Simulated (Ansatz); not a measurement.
Problem. ScAg₃ (Cu3Au type, space group No. 221) is relaxed with plane-wave PAW PBEsol (Ansatz code). What lattice parameters of the conventional cell result?

Solution. a = 4.158 Å.

Space group Pm-3m (Cu3Au type). The start of the workflow was typed in or built on a structure type; neither database checked (COD, Materials Project) lists it. Whether it is the stable phase at ambient conditions was not checked. The cell was relaxed with PBEsol under the symmetry of its start; whether a distortion lowers the energy is not shown. No spin polarisation was allowed.

Potentials: the later of the program's two PAW sets.
